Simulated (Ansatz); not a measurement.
A field-response calculation (clamped ions) of ZnO (wurtzite) with the PAW code Ansatz, at the level r2SCAN. The cell was relaxed with r2SCAN and then strained (isotropic +4.0 % on every length), with the atoms relaxed again with r2SCAN; k points keep the names of the unstrained zone.

Input file:
```yaml
crystal:
  lattice:
    - [3.3647545016, 0.0, 0.0]
    - [-1.6823772508, 2.9139628758, 0.0]
    - [0.0, 0.0, 5.4193899048]
  atoms:
    - { symbol: Zn, position: [0.3333333333, 0.6666666667, -0.0023477533] }
    - { symbol: Zn, position: [0.6666666667, 0.3333333333, 0.4976522467] }
    - { symbol: O, position: [0.3333333333, 0.6666666667, 0.3773477533] }
    - { symbol: O, position: [0.6666666667, 0.3333333333, 0.8773477533] }
kpoints:
  mp_grid: { grid: [9, 9, 4] }
hamiltonian:
  xc: r2scan
scf:
  occupations: { method: fixed }
dielectric: {}
```

Run as `ansatz run input.yaml --threads 2 --pin off --max-ram 20275MiB --backend cpu --events-out ev --progress --plain --runs-dir out`. Wall time 110 s on 2 threads of AMD EPYC 7R13 Processor (Zen 3) (shared host), load about 1.9 per core; peak host memory 1.2 GiB.

The output, standing remarks left out:
```
Pseudopotential: Zn, paw, valence charge 12, recommended cutoff 500 eV (meta_gga)
Pseudopotential: O, paw, valence charge 6, recommended cutoff 500 eV (meta_gga)
Functional definition: r2SCAN
Crystal: 4 atoms, lattice volume = 53.136 Å³
Basis set: ecut = 500 eV, 1339 PW (Γ)
Bands: 22, of which v1, the nominal top of the filled ones, is band 18 counted from 1 (17 counted from 0)
Symmetry: 12 space group operations
k-points: 95 of 324 (irreducible under 2 space group operations, time reversal used)
SCF converged after 10 iterations
Free energy (F): -7789.573679 eV
Fermi energy:    5.300406 eV
--- Dielectric response (ions clamped): 3 representative field directions + reference, inside a basis on a mesh of 864 k-points ---
  ε∞ (high-frequency dielectric tensor):
        4.617277     0.000000     0.000000
        0.000000     4.617277     0.000000
        0.000000     0.000000     4.686370
  Born effective charges Z* (e; rows j = field, columns β = displacement):
    site 0:
         2.15183    0.00000    0.00000
         0.00000    2.15183    0.00000
         0.00000    0.00000    2.20062
    site 1:
         2.15183    0.00000    0.00000
         0.00000    2.15183    0.00000
         0.00000    0.00000    2.20062
    site 2:
        -2.15183    0.00000    0.00000
         0.00000   -2.15183    0.00000
         0.00000    0.00000   -2.20062
    site 3:
        -2.15183    0.00000    0.00000
         0.00000   -2.15183    0.00000
         0.00000    0.00000   -2.20062
  ε∞ is read to err by 1.7e-2, Z* by 1.6e-2 e
```

The electronic dielectric tensor ε∞ is 4.62 along x and y, 4.69 along z. Born charges, averaged over directions: Zn +2.17, O -2.17 e.

Spin-unpolarised throughout; all numbers are computed.
